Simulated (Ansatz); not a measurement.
SiO2:
```
CELL_PARAMETERS angstrom
     -4.92017     4.27185     2.55117
      4.92017    -4.27185     2.55117
      4.92017     4.27185    -2.55117
ATOMIC_POSITIONS crystal
  Si 0.14972 0.59170 0.74220
  Si 0.84950 0.40753 0.25780
  Si 0.14972 0.90753 0.05803
  Si 0.84950 0.09170 0.94197
  O  0.07749 0.34954 0.84581
  O  0.50373 0.23168 0.15419
  O  0.07749 0.73168 0.22795
  O  0.50373 0.84954 0.77205
  O  0.93779 0.93779 0.00000
  O  0.93779 0.43779 0.50000
  O  0.87598 0.22633 0.14966
  O  0.07667 0.72633 0.85034
```

This is the r²SCAN-relaxed structure. Cartesian axes are those of the cell as given.

All from the program Ansatz at the r²SCAN level (PAW), unless another level is named. Give the Poisson's ratio.

0.22.

Give the highest zone-centre frequency (without LO–TO term).

1232 cm^-1.

Give the elastic constants (relaxed ions, GPa).

C11 = 61.7, C22 = 72.7, C33 = 64.2, C12 = 55.0, C13 = 0.7, C23 = -15.7, C44 = 11.3, C55 = 20.9, C66 = 49.5.

Space group Ima2. The workflow started from a Materials Project entry (that database holds measured and hypothetical structures alike); the Crystallography Open Database copy checked does not list it. It is not the phase usual at ambient conditions (space group No. 92, 152, 154). Symmetry was held in the r²SCAN relaxation; its stability against distortions is not shown here.

Potentials: the earlier of the program's two PAW sets. The files were generated under PBE; for other functionals the program regenerates the frozen cores, and for LDA and PBEsol the local potential too.
